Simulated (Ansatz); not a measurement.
MnBr2:
```
CELL_PARAMETERS angstrom
      3.84942     0.00000     0.00000
     -1.92471     3.33370     0.00000
      0.00000     0.00000    32.00000
ATOMIC_POSITIONS crystal
  Br 0.66667 0.33333 0.54730
  Mn 0.00000 0.00000 0.50000
  Br 0.33333 0.66667 0.45270
```
The run is spin-polarised; directions of the spins, atom by atom: 0 ↑ 0.
The layer is periodic in x and y and isolated along z.

In-plane strain on the r²SCAN+D4-relaxed layer, atoms relaxed; DFT-r²SCAN+D4 in the program Ansatz with PAW potentials. Band edges on the k-mesh, from the upper vacuum level. Strained cells keep their symmetry and size, so buckling under compression is not allowed; words on stability below refer to the unstrained layer.

```json
[
 {"strain x / y (%)": "-4 / -4", "ΔE (meV/atom)": "21.8", "tension xx (N/m)": "-2.23", "tension yy (N/m)": "-2.23", "thickness (Å)": "3.16", "VBM (eV)": "-6.21", "CBM (eV)": "-3.94"},
 {"strain x / y (%)": "-2 / -2", "ΔE (meV/atom)": "5.2", "tension xx (N/m)": "-1.03", "tension yy (N/m)": "-1.03", "thickness (Å)": "3.09", "VBM (eV)": "-6.36", "CBM (eV)": "-3.90"},
 {"strain x / y (%)": "-1 / 0", "ΔE (meV/atom)": "0.5", "tension xx (N/m)": "-0.37", "tension yy (N/m)": "-0.10", "thickness (Å)": "3.04", "VBM (eV)": "-6.45", "CBM (eV)": "-3.88"},
 {"strain x / y (%)": "0 / 0", "ΔE (meV/atom)": "0.0", "tension xx (N/m)": "0.01", "tension yy (N/m)": "0.01", "thickness (Å)": "3.03", "VBM (eV)": "-6.50", "CBM (eV)": "-3.87"},
 {"strain x / y (%)": "1 / 0", "ΔE (meV/atom)": "___", "tension xx (N/m)": "___", "tension yy (N/m)": "___", "thickness (Å)": "___", "VBM (eV)": "___", "CBM (eV)": "___"},
 {"strain x / y (%)": "2 / 2", "ΔE (meV/atom)": "___", "tension xx (N/m)": "___", "tension yy (N/m)": "___", "thickness (Å)": "___", "VBM (eV)": "___", "CBM (eV)": "___"},
 {"strain x / y (%)": "4 / 4", "ΔE (meV/atom)": "18.4", "tension xx (N/m)": "1.59", "tension yy (N/m)": "1.59", "thickness (Å)": "2.90", "VBM (eV)": "-6.75", "CBM (eV)": "-3.84"}
]
```

Some entries are withheld; supply them.


- 1 / 0, ΔE (meV/atom): 0.5
- 1 / 0, tension xx (N/m): 0.36
- 1 / 0, tension yy (N/m): 0.11
- 1 / 0, thickness (Å): 3.01
- 1 / 0, VBM (eV): -6.52
- 1 / 0, CBM (eV): -3.87
- 2 / 2, ΔE (meV/atom): 4.8
- 2 / 2, tension xx (N/m): 0.86
- 2 / 2, tension yy (N/m): 0.86
- 2 / 2, thickness (Å): 2.96
- 2 / 2, VBM (eV): -6.63
- 2 / 2, CBM (eV): -3.85

Space group P-3m1 (1T). The layer was cut from a bulk entry of the Materials Project (measured or hypothetical); whether that bulk phase is the ambient one, and whether the layer has been isolated, was not checked. The cell was relaxed with r²SCAN+D4 under the symmetry of its start; whether a distortion lowers the energy is not shown. The final state is ferromagnetic, chosen from 3 collinear starts compared on coarse meshes (ties went to the first, and starts can fall back to one state), not a proven ground state. Other orbital occupations within this spin state were not tried. No Hubbard U is applied. Scalar-relativistic: spin–orbit coupling is off unless named, which matters more the heavier the elements.

Potentials: the later of the program's two PAW sets.

Edges and masses are those of Kohn–Sham bands, whose gap is no quasiparticle gap.
